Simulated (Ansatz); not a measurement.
A structure of TePb relaxed with PBEsol (plane waves to 420 eV, PAW, scalar-relativistic; Ansatz, a quantum-chemistry and plane-wave program); single points at other levels follow on the same geometry (Ansatz, PAW; PBEsol+SOC at 420 eV on a 9×9×9 k-mesh; spin-orbit coupling only where +SOC is written). Space group Fm-3m (No. 225).

Space group Fm-3m (No. 225); a = 6.4424 Å, b = 6.4424 Å, c = 6.4424 Å, α = 90.00°, β = 90.00°, γ = 90.00°

| atom | site | symmetry | x | y | z |
|---|---|---|---|---|---|
| Pb | 4a | m-3m | 0.0000 | 0.0000 | 0.0000 |
| Te | 4b | m-3m | 0.5000 | 0.5000 | 0.5000 |
(The calculation used a cell of 2 atoms; values per cell refer to that cell.)

```json
[
 {"level": "PBEsol", "gap (eV)": "0.65", "kind": "direct", "conduction minimum": "L"},
 {"level": "PBEsol+SOC", "gap (eV)": "?", "kind": "?", "conduction minimum": "?"}
]
```

Some entries are withheld; supply them.


- PBEsol+SOC, gap (eV): 0.15
- PBEsol+SOC, kind: direct
- PBEsol+SOC, conduction minimum: L

The shift from spin-orbit coupling is approximate. No spin polarisation in the result.

Measured for TePb: gap 0.19 eV (0 K or low temperature; as listed in arXiv:2302.06325). Computed minus measured — gap: PBEsol +0.46 eV, PBEsol, with spin-orbit coupling -0.04 eV. The computed values are for a static lattice, and a measured gap can be an optical one, lowered by exciton binding.

The run could not lose the symmetry of its start.

All atoms sit on sites fixed by symmetry, so only the cell could relax.

It was reached from a disturbed copy of a Fm-3m (No. 225) cell (rock salt type), against which it lies under 1 meV/atom.
